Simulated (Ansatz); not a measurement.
Relaxed-ion elastic tensor of ZnSnO₃ in space group R3c (No. 161; Zn on 6a, Sn on 6a, O on 18b) in GPa (Voigt order), PBEsol (plane waves, PAW; program Ansatz); density 6.84 g/cm³, 11.27 Å³ per atom.

```
 313   150   122   1.0   0.0   0.0
 150   313   122  -1.0   0.0   0.0
 122   122   249   0.0   0.0   0.0
 1.0  -1.0   0.0  71.0   0.0   0.0
 0.0   0.0   0.0   0.0  71.0   1.0
 0.0   0.0   0.0   0.0   1.0  81.5
```

**Question.** Is the crystal mechanically stable?

**Answer.** Yes: the smallest eigenvalue of C is 70.9 GPa.

**Question.** Work out the Voigt, Reuss and Hill averages.

**Answer.** K_V = 185, K_R = 181, K_H = 183; G_V = 76.8, G_R = 76.1, G_H = 76.5 GPa.

**Question.** Give Young's modulus, Poisson's ratio, Pugh's ratio and the universal anisotropy index.

**Answer.** E = 9KG/(3K + G) = 201 GPa; ν = 0.32; K/G = 2.39 (ductile by the Pugh limit of 1.75); A_U = 5G_V/G_R + K_V/K_R − 6 = 0.06.

**Question.** Estimate the sound speeds and the Debye temperature.

**Answer.** v_l = √((K + 4G/3)/ρ) = 6460 m/s, v_t = √(G/ρ) = 3340 m/s, mean 3740 m/s; Θ = (h/k)(3n/4πV)^(1/3) v_m = 497 K.

**Question.** Solve the Christoffel equation for the three sound speeds along x, y, z.

**Answer.** Eigenvalues of C_ijkl n_j n_l equal ρv² (piezoelectric stiffening left out). In km/s, slowest first: x 3.22, 3.45, 6.77; y 3.22, 3.45, 6.77; z 3.22, 3.22, 6.04.

**Question.** How much does each axis shrink under pressure?

**Answer.** Linear compressibilities β_i = Σ_j S_ij (j = 1 to 3): x 1.5, y 1.5, z 2.6 per TPa.

Symmetry was held in the PBEsol relaxation. Scalar-relativistic: spin–orbit coupling is off unless named, which matters more the heavier the elements.

Potentials: the later of the program's two PAW sets.
